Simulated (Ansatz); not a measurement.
The cell below belongs to a search over invented structures; it isn't taken from experiment.

Input and command of a plane-wave DFT calculation in Ansatz:

```yaml
crystal:
  lattice:
    - [1.6374373098, -1.6472456022, -2.9386174048]
    - [1.5548324475, -1.6542359617, 2.8980318474]
    - [-3.0483100073, -3.1575218139, 0.0480896109]
  atoms:
    - { symbol: Ta, position: [0.9892367982, -0.0082413683, 0.9949767107] }
    - { symbol: Ta, position: [0.5209224219, 0.5058238221, 0.5004124907] }
    - { symbol: C, position: [0.099885124, 0.8635099702, 0.51676706] }
    - { symbol: C, position: [0.6138562682, 0.3818954354, 0.9752116322] }
    - { symbol: C, position: [0.8837483018, 0.1308662278, 0.5067316143] }
    - { symbol: C, position: [0.3923510859, 0.6261459127, 1.0059004921] }
basis:
  ecutwfc: 420
kpoints:
  mp_grid: { grid: [6, 6, 6] }
hamiltonian:
  xc: pbe
scf:
  occupations: { method: gaussian, width: 0.2 }
  lower_state_search: "off"
output:
  forces: true
  stress: true
  eigenvalues: true
relax:
  adjacent_minimum: "off"
  f_tol: 0.025
  max_steps: 60
  cell: { stress_tol: 0.25 }
```

```bash
ansatz run input.yaml --threads 1 --pin off --max-ram 2560MiB --backend cpu --events-out ev --progress --plain --runs-dir out
```

Processor: Intel(R) Xeon(R) Platinum 8488C (Sapphire Rapids), 1 thread, on a host shared with other jobs.

Question: Estimate time, memory and problem size.

Answer: About 73 s, peak memory 0.53 GiB. It solves 27 bands at 112 k points (after reduction by symmetry) with about 1169 plane waves (on the last cell), in 32 SCF iterations over 6 ionic steps.
